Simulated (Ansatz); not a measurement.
# MgFe₂Mo₂Cl₂O₈ — 57Fe Mössbauer parameters

Cell: a computed structure from the Materials Project (it need not be an observed phase), its atoms then relaxed with PBE in this cell.

Space group C2/m (No. 12); a = 10.0657, b = 10.0330, c = 5.1746 Å, β = 91.21°.

| site | Wyckoff | site symmetry | x | y | z |
| --- | --- | --- | --- | --- | --- |
| Mg | 2b | 2/m | 0.5000 | 0.0000 | 0.0000 |
| Fe | 4i | m | 0.2478 | 0.0000 | 0.6799 |
| Mo | 4h | 2 | 0.5000 | 0.2446 | 0.5000 |
| Cl | 4i | m | 0.2725 | 0.0000 | 0.1848 |
| O8 | 8j | 1 | 0.6201 | 0.6521 | 0.6536 |
| O9 | 8j | 1 | 0.4187 | 0.8638 | 0.7282 |

One atom of each set is listed; the run and its k-mesh use a cell of 15 atoms with edges of 7.11, 7.11, 5.17 Å.

Level of theory: DFT, PBE, plane waves and PAW, scalar-relativistic, collinear spin, 420 eV cutoff, Γ-centred 5×5×7 k-points, Fermi–Dirac smearing 0.05 eV (Ansatz 0.2.0). Start moments as typed (μB): 4 on each Fe, none on the rest.

Isomer shifts (against α-Fe) follow from the electron density at the nucleus, δ = α(ρ − ρ₀), with α = -0.366 mm s⁻¹ a₀³ and ρ₀ = 14904.00 a₀⁻³ from a line fitted to 10 measured compounds at this level of theory (rms miss 0.11 mm/s). ΔE_Q = ½eQV_zz(1 + η²/3)^½ with Q = 0.160 b for the 14.4 keV state. B_c is the Fermi-contact field along the atom's own moment; orbital and dipolar fields are not included.

(1) Give the isomer shift and quadrupole splitting and contact field of each Fe site.

## Answers

(1) 

```tsv
site	atoms	first shell	ρ − ρ₀ (a₀⁻³)	δ (mm/s)	ΔE_Q (mm/s)	η	|m| (μB)	B_c (T)
Fe	2	4 O at 2.00–2.21 Å, 2 Cl at 2.58–2.62 Å	-3.15	1.15	1.90	0.76	3.28	-24.9
```



The run finds no gap above 0.1 eV (a metal, or nearly one), so the gradients can move by 10 % or more with the k-mesh. Semilocal functionals can leave a metal where correlation in the d or f shell opens a gap in the real compound, and that would change the values at and beside Fe and Mo. With these PAW files V_zz is typically within 2 to 3 % of all-electron values, but misses above 10 % occur on Fe. All moments are parallel here, as the start or the cell imposes; many such compounds order antiparallel, where fields and spin densities carried over to other atoms largely cancel. The magnetic order is the one that the run reached from its start moments, not necessarily the measured one. Semilocal functionals underestimate the core's spin polarisation, so contact fields of ionic iron come out too small in magnitude.

The relaxation (5 steps) took 14 min of wall time (14 min of CPU time) and 2 GiB at its peak, on 1 thread of Arm Neoverse V2 (aarch64; 8 cores open to the job, memory cap 3.0 GiB, no GPU), a shared host with a load of 0.2 a core.
